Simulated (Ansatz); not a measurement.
The relaxed structure here is a generated cell of La: the first start was made by placing the elements on the sites of a structure type, and the end was not matched to a known phase here, so it may be hypothetical. Known forms of La include space group No. 194.

One starting cell of La (a generated cell, La placed in the omega structure type) was relaxed twice with Ansatz (plane waves, PAW, scalar-relativistic): with r2SCAN at 500 eV and with PBE at 420 eV. The r2SCAN result:

```xyz
3
Lattice="5.9771 0.0000 0.0000 -2.9885 5.1763 0.0000 0.0000 0.0000 3.6088" Properties=species:S:1:pos:R:3 pbc="T T T"
La     0.0000     0.0000     0.0000
La     0.0000     3.4509     1.8044
La     2.9885     1.7254     1.8044
```

```csv
quantity,r2SCAN,PBE
space group,P6/mmm,P6/mmm
volume (Å³/atom),37.22,…
a (Å),5.977,…
c (Å),3.609,…
"gap (eV, no spin-orbit coupling)",0.00,…
```

Q: What does PBE give for the same quantities?

A: 
- volume (Å³/atom), PBE: 37.05
- a (Å), PBE: 5.954
- c (Å), PBE: 3.621
- gap (eV, no spin-orbit coupling), PBE: 0.00

Both levels end in the same structure; PBE's volume is within 0.5 % of r2SCAN's. Neither column is exact.

No spin polarisation in the result.

The run could not lose the symmetry of its start; a randomly shaken copy of 6 atoms returns to this structure.

All atoms sit on sites fixed by symmetry, so only the cell could relax.

Ansatz is an electronic-structure program.
